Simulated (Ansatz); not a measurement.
Y₂Ti₂O₇:
```yaml
crystal:
  lattice:
    - [0.00000, 5.04731, 5.04731]
    - [5.04731, 0.00000, 5.04731]
    - [5.04731, 5.04731, 0.00000]
  atoms:
    - { symbol: Y, position: [0.12500, 0.12500, 0.62500] }
    - { symbol: Y, position: [0.12500, 0.62500, 0.12500] }
    - { symbol: Y, position: [0.12500, 0.12500, 0.12500] }
    - { symbol: Y, position: [0.62500, 0.12500, 0.12500] }
    - { symbol: Ti, position: [0.62500, 0.62500, 0.12500] }
    - { symbol: Ti, position: [0.62500, 0.12500, 0.62500] }
    - { symbol: Ti, position: [0.62500, 0.62500, 0.62500] }
    - { symbol: Ti, position: [0.12500, 0.62500, 0.62500] }
    - { symbol: O, position: [0.25000, 0.25000, 0.25000] }
    - { symbol: O, position: [0.00000, 0.00000, 0.00000] }
    - { symbol: O, position: [0.54537, 0.95463, 0.54537] }
    - { symbol: O, position: [0.29537, 0.70463, 0.70463] }
    - { symbol: O, position: [0.95463, 0.54537, 0.95463] }
    - { symbol: O, position: [0.70463, 0.29537, 0.29537] }
    - { symbol: O, position: [0.54537, 0.54537, 0.95463] }
    - { symbol: O, position: [0.70463, 0.29537, 0.70463] }
    - { symbol: O, position: [0.95463, 0.95463, 0.54537] }
    - { symbol: O, position: [0.29537, 0.70463, 0.29537] }
    - { symbol: O, position: [0.95463, 0.54537, 0.54537] }
    - { symbol: O, position: [0.70463, 0.70463, 0.29537] }
    - { symbol: O, position: [0.54537, 0.95463, 0.95463] }
    - { symbol: O, position: [0.29537, 0.29537, 0.70463] }
```

Relaxed with r²SCAN. Special points in fractions of this cell's reciprocal vectors: Γ (0.000, 0.000, 0.000); X (0.500, 0.000, 0.500); U (0.625, 0.250, 0.625); K (0.375, 0.375, 0.750); L (0.500, 0.500, 0.500); W (0.500, 0.250, 0.750).

Question: List the band energies nearest the valence-band maximum at these points for plane-wave PAW r²SCAN (Ansatz code).

Answer: In eV from the valence-band maximum; about four levels below and three above (degenerate sets whole), none deeper than 8.9 eV; points with the same levels are listed once.

```
k                                below                     above
-  -----------------------------------  ------------------------
Γ  -0.85 -0.85 -0.85 -0.02 -0.02 -0.02  3.28 3.28 3.46 3.46 3.46
X                -0.58 -0.58 0.00 0.00       3.65 3.65 3.74 3.74
U              -0.60 -0.55 -0.24 -0.07            3.53 3.64 3.69
L              -0.47 -0.47 -0.37 -0.37            3.47 3.47 3.61
W              -0.52 -0.52 -0.22 -0.22       3.56 3.56 3.72 3.72
```

Space group Fd-3m. The first step of the workflow began from a Materials Project structure, measured or hypothetical; the Crystallography Open Database files this formula in space group No. 227, but the cells were not matched. Its standing as an ambient phase is unchecked. Symmetry was held in the r²SCAN relaxation; its stability against distortions is not shown here. No spin polarisation was allowed. Spin–orbit coupling is left out wherever it is not named.

Potentials: the later of the program's two PAW sets.
